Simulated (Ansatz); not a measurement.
# 6 guesses for KTmH4 and where they end

Method: DFT PBE, scalar-relativistic, plane waves, PAW, and for the lanthanide a 4f-in-core norm-conserving potential (Ansatz 0.2.0). All cells share a 690 eV cutoff and Γ-centred k meshes spaced at most about 0.3 Å⁻¹ (about 0.25 or finer for metals, 2π included). No spin polarisation in the final relaxations.

Each guess was relaxed in cell and atoms at zero pressure, within the symmetry of its start. All energies are static (0 K, no zero-point motion). Coordination counts H atoms around K and Tm (those within 1.25 times the shortest such distance or 1.15 times the sum of covalent radii, 1.27 where that leaves under three; a plus sign parts nearer from farther groups; the shortest distance is added where it exceeds 1.18 times the sum of covalent radii).

| guess | made from | start group | V start (Å³/atom) | end group | V end (Å³/atom) | coordination at the end | gap on mesh (eV) | E over the lowest end (meV/atom) |
| --- | --- | --- | --- | --- | --- | --- | --- | --- |
| 1 | NdAlNi4 type | Cmmm | 15.5 | Cmmm | 13.7 | K 2, Tm 8 | 0 | 25 |
| 2 | GdDyC4 type | Cmmm | 12.5 | Cmmm | 11.4 | K 10, Tm 6+4 | 0 | 221 |
| 3 | random cell | F-43m | 17.4 | F-43m | 26.9 | K 12 from 3.6 Å, Tm 4 | 2.79 | 397 |
| 4 | LaPrC4 type | P4/mmm | 13.6 | ? | ? | ? | ? | ? |
| 5 | GdYCo4 type | F-43m | 15.2 | F-43m | 10.9 | K 12, Tm 12 | 1.12 | 850 |
| 6 | SrCaSi4 type | P-3m1 | 17.8 | P-3m1 | 12.9 | K 6, Tm 6 | 0.43 | 0 |

Guess 4 as it starts:

Space group P4/mmm (No. 123). a = 3.653 Å, b = 3.653 Å, c = 6.111 Å, α = 90.00°, β = 90.00°, γ = 90.00°
```tsv
atom	site	symmetry	x	y	z
K	1d	4/mmm	0.5000	0.5000	0.5000
Tm	1a	4/mmm	0.0000	0.0000	0.0000
H	2g	4mm	0.0000	0.0000	0.5985
H	2h	4mm	0.5000	0.5000	0.0986
```

Q: Fill in the missing row: what does this guess relax into, and where does it rank?

A: It ends in space group P4/mmm (No. 123), with a = 3.322 Å, c = 6.867 Å, 12.6 Å³/atom and no gap. It lies 0.34 eV/atom over the lowest end, above guess 2 and below guess 3. Counting H atoms around K and Tm, this end has K 10, Tm 8+2 and the lowest (guess 6) has K 6, Tm 6. This end holds H–H pairs (shortest 0.89 Å); in the lowest (guess 6) the shortest H–H distance is 2.34 Å.

```yaml
crystal:
  lattice:
    - [3.32183, 0.00000, 0.00000]
    - [0.00000, 3.32183, 0.00000]
    - [0.00000, 0.00000, 6.86747]
  atoms:
    - { symbol: K, position: [0.50000, 0.50000, 0.50000] }
    - { symbol: Tm, position: [0.00000, 0.00000, 0.00000] }
    - { symbol: H, position: [0.00000, 0.00000, 0.56497] }
    - { symbol: H, position: [0.50000, 0.50000, 0.13929] }
    - { symbol: H, position: [0.50000, 0.50000, 0.86071] }
    - { symbol: H, position: [0.00000, 0.00000, 0.43503] }
```

Energies over the elements count from the elements' standard structures at the same level (H₂ as a molecule), with no fitted energy shifts.

Q: Is the lowest end bound against the elements?

A: Yes: its formation energy is −0.241 eV/atom. A negative formation energy is needed for stability but isn't enough: competing phases decide.

Kohn–Sham gaps at this level usually fall short of measured ones. The zero gap of Cmmm at 13.7 Å³/atom, Cmmm at 11.4 Å³/atom may come from the functional, which often closes small gaps, or the cell may be a true semimetal. With hydrogen, zero-point motion can shift formation energies by some tens of meV/atom. Cells relaxed within their symmetry can be saddle points. A lower structure may well exist outside this small set. Some types were kept out of the candidates beforehand, so the set may lack a known form.

The lanthanide is trivalent by construction, without f bands, f moments or other valences. The reference runs of the other elements, and any phases without the lanthanide, used 420 eV, which shifts energies against them by under 10 meV/atom. The lanthanide's reference is the lowest of its hcp, dhcp and fcc cells.
